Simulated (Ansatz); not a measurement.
Ru (dhcp (α-La type), P6_3/mmc) under volume change, DFT-PBE in the program Ansatz with PAW potentials, shape and atoms relaxed at each volume.

| V (Å³/atom) | E − E(relaxed) (meV/atom) | P (GPa) |
|---|---|---|
| 12.577 | 129.3 | 36.49 |
| 12.991 | 54.0 | 22.16 |
| 13.406 | 12.7 | 10.11 |
| 13.820 | 0.0 | 0.00 |
| 14.235 | 11.3 | -8.48 |
| 14.650 | 42.7 | -15.57 |
| 15.064 | 90.9 | -21.49 |

Q: What does a third-order Birch–Murnaghan fit give for V₀, B₀ and B′?

A: V₀ = 13.82 Å³/atom, B₀ = 308 GPa, B′ = 4.9.

The start of the workflow was typed in or built on a structure type. Its sites differ from those of the usual phase in this space group: another stacking or structure type. The PBE relaxation kept the symmetry of its start; its stability against distortions is not shown here. No spin polarisation was allowed.

Potentials: the earlier of the program's two PAW sets.
